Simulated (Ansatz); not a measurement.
Os: frozen-core PAW against all-electron methods

```
Os
1.0
     2.78878    0.00000    0.00000
    -1.39439    2.41516    0.00000
     0.00000    0.00000    4.31970
Os
2
Direct
  0.33333 0.66667 0.25000
  0.66667 0.33333 0.75000
```

Atoms are numbered in the order listed.

The cell comes from COD entry 9017843, which wasn't checked; take it as a given geometry. The listed cell was then made from it by scaling, straining or moving an atom.

Spin–orbit coupling is left out, though it moves levels of the heavy atoms by tenths of an eV or more.

Methods: DFT, PBEsol, PAW with Ansatz's default frozen-core files, scalar-relativistic (Ansatz 0.2.0); DFT, PBEsol, all-electron PAW with datasets made for the crystal, scalar-relativistic (Ansatz 0.2.0); DFT, PBEsol, all-electron LAPW, scalar-relativistic (Ansatz 0.2.0).

For PAW: a Γ-centred 17×17×10 k mesh, Fermi–Dirac smearing of 0.08 eV, cutoff 420 eV, no spin polarisation; the PAW files were made with PBE, and the program remakes their frozen cores for this functional. The crystal-made all-electron datasets (AE datasets) take a cutoff of 320 eV at this cell. LAPW targets a basis error of 1 meV/atom. The Ansatz runs share mesh, smearing and spin set-up. Plane-wave (PAW) pressures include the program's estimate of the Pulay term.

Stress and pressure are positive in compression.

The change that made this cell: equal xx and yy strain of +2 %.

No spin–orbit coupling: at heavy atoms the gradients can be off by tens of per cent for that reason.

In a metal, gradients converge slowly with the k mesh: the values move by tens of per cent from one mesh to another, at times in sign, so only the comparison on one mesh counts.

| quantity | PAW | AE datasets | LAPW |
| --- | --- | --- | --- |
| pressure (GPa) | -17.29 | -17.26 | -17.26 |
| stress xx (GPa) | -20.19 | -20.16 | -20.16 |
| stress zz (GPa) | -11.49 | -11.47 | -11.47 |
| field gradient Vzz at Os1 (10²¹ V/m²) | ? | ? | – |

Fill in "PAW" for the row "field gradient Vzz at Os1 (10²¹ V/m²)".

-8.90.

Fill in "AE datasets" for the row "field gradient Vzz at Os1 (10²¹ V/m²)".

-8.99.
